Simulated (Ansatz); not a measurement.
**TiO2: a ladder of calculations**

Cell of run 1: a structure deposited in the COD.

```cif
data_TiO2
_symmetry_space_group_name_H-M 'Pbca'
_symmetry_Int_Tables_number 61
_cell_length_a 5.1710
_cell_length_b 9.2110
_cell_length_c 5.4720
_cell_angle_alpha 90.000
_cell_angle_beta 90.000
_cell_angle_gamma 90.000
loop_
_atom_site_label
_atom_site_type_symbol
_atom_site_symmetry_multiplicity
_atom_site_Wyckoff_symbol
_atom_site_fract_x
_atom_site_fract_y
_atom_site_fract_z
Ti Ti 8 c 0.1372 0.1290 0.9001
O9 O 8 c 0.8169 0.0098 0.8516
O17 O 8 c 0.4634 0.2322 0.8883
```

One atom of each set is listed.

Relaxed positions (PBE, cell held):

Ti (0.1387, 0.1290, 0.9059)
O9 (0.8168, 0.0098, 0.8511)
O17 (0.4642, 0.2297, 0.8920)

All runs are DFT with Ansatz 0.2.0 (plane waves and PAW, scalar-relativistic unless spin–orbit coupling is named, Γ-centred meshes, Fermi–Dirac smearing where given) in this cell.

Run 1: PBE, gradients read without the response of the cores, atoms as given; 420 eV, 5×3×5 k-points, smearing 0.02 eV.
Run 2: PBE, gradients read without the response of the cores, atoms relaxed; 420 eV, 5×3×5 k-points, smearing 0.02 eV.
Run 3: r2SCAN, gradients read without the response of the cores, at the relaxed atoms; 500 eV, 5×3×5 k-points, smearing 0.02 eV.

```csv
run,Ti V_zz (η),O9 V_zz (η),O17 V_zz (η)
1,-1.74 (0.92),2.12 (0.87),-2.50 (0.92)
2,?,?,?
3,1.98 (0.94),2.27 (0.95),-2.71 (0.75)
```

V_zz in 10²¹ V/m².

Question: Estimate the row of run 2.

Answer: Ti: 2.01 (0.94); O9: 2.12 (0.85); O17: -2.53 (0.83). It lies nearest to run 3, from whose tensors on these sites it differs by 0.27 at most (largest principal value of the difference, on O9). Taken one at a time, the positions of the atoms (as given or relaxed) move the tensors on these sites by up to 0.40 (largest principal value of the change, on Ti), the functional (r2SCAN with its higher cutoff) by 0.27 (O9). On some sites the largest principal value moves to another axis from run to run, and the sign of V_zz can flip with it. On Ti η is near 1, so the change of sign is little more than a relabelling of axes.
